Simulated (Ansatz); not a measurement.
Task: AgW (L1₀ or tetragonal B2, P4/mmm) is relaxed with PBEsol in the plane-wave PAW code Ansatz. What lattice parameters of the conventional cell result?

Result: a = 2.660 Å, c = 4.483 Å.

The start of the workflow was typed in or built on a structure type; neither database checked (COD, Materials Project) lists it. Its standing as an ambient phase is unchecked. The PBEsol relaxation kept the symmetry of its start. At this level the phase is mechanically unstable. The run is not spin-polarised. Its formation energy is positive at this level, so the cell may be metastable or incomplete. Axis ratios of metals converge slowly with the k-mesh, so a and c are less sure than the volume. Scalar-relativistic: spin–orbit coupling is off unless named, which matters more the heavier the elements.

Potentials: the later of the program's two PAW sets.
